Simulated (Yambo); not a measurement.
Data:

```xyz
2
Lattice="0.0000 2.8920 2.8920 2.8920 0.0000 2.8920 2.8920 2.8920 0.0000" Properties=species:S:1:pos:R:3 pbc="T T T"
S      4.3380     4.3380     4.3380
Cd     5.7840     5.7840     5.7840
```

Workflow: PBEsol (pw.x of Quantum ESPRESSO, ONCV potentials, scalar-relativistic), then G0W0 in Yambo (4×4×4 Γ-centred k mesh, bands 5 to 118 and a 10 Ry block in the screening, 118 bands in G with the Bruneval-Gonze terminator, plasmon pole fitted at 27.2 eV).

Q: Give the PBEsol and G0W0 gaps between the band edges found on this mesh, and say where the edges lie.

A: Edges: Γ → Γ. PBEsol: 1.05 eV; G0W0: 2.25 eV. Convergence of the G0W0 settings was not tested. Spin-orbit splittings are left out.

Geometry strained from the cell relaxed with PBEsol, atoms relaxed again.
